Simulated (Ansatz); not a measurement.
Sn₅Se₈:
Space group P-3m1 (No. 164); a = 7.909 Å, b = 7.909 Å, c = 7.238 Å, α = 90.00°, β = 90.00°, γ = 120.00°

```tsv
atom	site	symmetry	x	y	z
Sn	1a	-3m.	0.0000	0.0000	0.0000
Se	6i	.m.	0.3291	0.1646	0.2279
Se	2d	3m.	0.3333	0.6667	0.2182
Sn	3e	.2/m.	0.0000	0.5000	0.0000
Sn	1b	-3m.	0.0000	0.0000	0.5000
```

Relaxed at zero pressure with PBE in the plane-wave PAW code Ansatz.

The volume is lowered by 3 % and shape and atoms relax at that volume. What pressure results, and how do the axes share the change?

0.6 GPa; a -0.6 %, b -0.6 %, c -1.8 %; the energy rises by 2 meV/atom.

Give the new structure.


Space group P-3m1 (No. 164); a = 7.8605 Å, b = 7.8605 Å, c = 7.1070 Å, α = 90.00°, β = 90.00°, γ = 120.00°

```tsv
atom	site	symmetry	x	y	z
Sn	1a	-3m.	0.0000	0.0000	0.0000
Se	6i	.m.	0.3347	0.1674	0.2332
Se	2d	3m.	0.3333	0.6667	0.2232
Sn	3e	.2/m.	0.0000	0.5000	0.0000
Sn	1b	-3m.	0.0000	0.0000	0.5000
```

The phase is kept; no other phase was compared at this pressure.

The start of the workflow was typed in or built on a structure type; neither database checked (COD, Materials Project) lists it. Its standing as an ambient phase is unchecked. The cell was relaxed with PBE under the symmetry of its start; whether a distortion lowers the energy is not shown. Scalar-relativistic: spin–orbit coupling is off unless named, which matters more the heavier the elements.

Potentials: the earlier of the program's two PAW sets.
